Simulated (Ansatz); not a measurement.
KTe in space group P6_3/mmc (No. 194; K on 2a, K on 2c, Te on 4f), the program Ansatz at the LDA level (PAW). The conduction-band minimum lies at Γ, with 1 equivalent valley. Second derivatives d²E/dk² of the lowest band at one valley (eV·Å²), along Cartesian directions:

| direction | d²E/dk² |
|---|---|
| [100] | 29.35 |
| [010] | 29.35 |
| [001] | 23.42 |
| [110] | 29.35 |
| [101] | 26.38 |
| [011] | 26.38 |

Task: Find the principal effective masses, the density-of-states mass and the conductivity mass.

Result: Off-diagonal terms follow from H_xy = H[110] − (H_xx + H_yy)/2, and m*/mₑ = 7.620 eV·Å² over each eigenvalue: 0.26, 0.26, 0.33. One valley's DOS mass (m₁m₂m₃)^(1/3) = 0.28, conductivity mass 3/(Σ 1/mᵢ) = 0.28 mₑ.

Task: What effective density of states Nc follows at 300 K for parabolic valleys?

Result: Nc = 2.509e19 × 1 × (0.28)^(3/2) ≈ 3.7e18 cm⁻³.

The workflow started from a Materials Project entry (that database holds measured and hypothetical structures alike); the Crystallography Open Database files this formula in space group No. 194, but the cells were not matched. Whether it is the stable phase at ambient conditions was not checked. The cell was relaxed with LDA under the symmetry of its start; whether a distortion lowers the energy is not shown. Spin–orbit coupling is left out wherever it is not named.

Potentials: the later of the program's two PAW sets.

Edges and masses are those of Kohn–Sham bands, whose gap is no quasiparticle gap.
